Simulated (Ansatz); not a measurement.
Level of theory: Ansatz, DFT PBE, scalar-relativistic, plane waves, PAW. All cells share a 420 eV cutoff and Γ-centred k meshes spaced about 0.3 Å⁻¹ or finer (0.25 for metals, 2π included). Collinear spin in cells that started with moments and kept them past the coarse steps, no spin elsewhere.

These are static total energies at zero pressure. All come from trial cells, and lower structures may exist.

Problem. Which of these relaxed structures of Rb3Ti3I is the lowest in energy?
A.

```
CELL_PARAMETERS angstrom
3.44972 1.99170 6.48746
-3.44972 1.99170 6.48746
0.00000 -3.98339 6.48746
ATOMIC_POSITIONS crystal
Rb 0.00000 0.00000 0.50000
Rb 0.50000 0.00000 0.00000
Rb 0.00000 0.50000 0.00000
Ti 0.50000 0.50000 0.00000
Ti 0.00000 0.50000 0.50000
Ti 0.50000 0.00000 0.50000
I 0.50000 0.50000 0.50000
```

B.

```
CELL_PARAMETERS angstrom
3.25478 1.87915 6.62227
-3.25478 1.87915 6.62227
0.00000 -3.75829 6.62227
ATOMIC_POSITIONS crystal
Rb 0.00000 0.00000 0.50000
Rb 0.50000 0.00000 0.00000
Rb 0.00000 0.50000 0.00000
Ti 0.50000 0.50000 0.00000
Ti 0.00000 0.50000 0.50000
Ti 0.50000 0.00000 0.50000
I 0.00000 0.00000 0.00000
```

C.

```
CELL_PARAMETERS angstrom
6.26450 0.00000 0.00000
-3.13225 5.42522 0.00000
0.00000 0.00000 6.96975
ATOMIC_POSITIONS crystal
Rb 0.50000 0.00000 0.65322
Rb 0.00000 0.50000 0.65322
Rb 0.50000 0.50000 0.65322
Ti 0.50000 0.00000 0.15367
Ti 0.00000 0.50000 0.15367
Ti 0.50000 0.50000 0.15367
I 0.00000 0.00000 0.04712
```

Solution. B. It has space group R-3m (No. 166); the next, C, with space group P6mm (No. 183), lies 46 meV/atom higher. Largest moments: B 1.9 μB, C 1.4 μB, A 2.2 μB. Counting Rb or Ti atoms around I (for each partner element, those within 1.25 times its shortest distance or 1.15 times the sum of covalent radii, where it is the nearest in units of that sum or under 1.3), the lowest and the next both have I 12. Even the lowest lies +0.93 eV/atom against the elements.

These runs have no spin–orbit coupling, which can matter for I. The magnetic state reached may not be the lowest. Cells relaxed within their symmetry can be saddle points. Some structure types and database cells were kept out of the candidates from the start, so a known form may be missing.
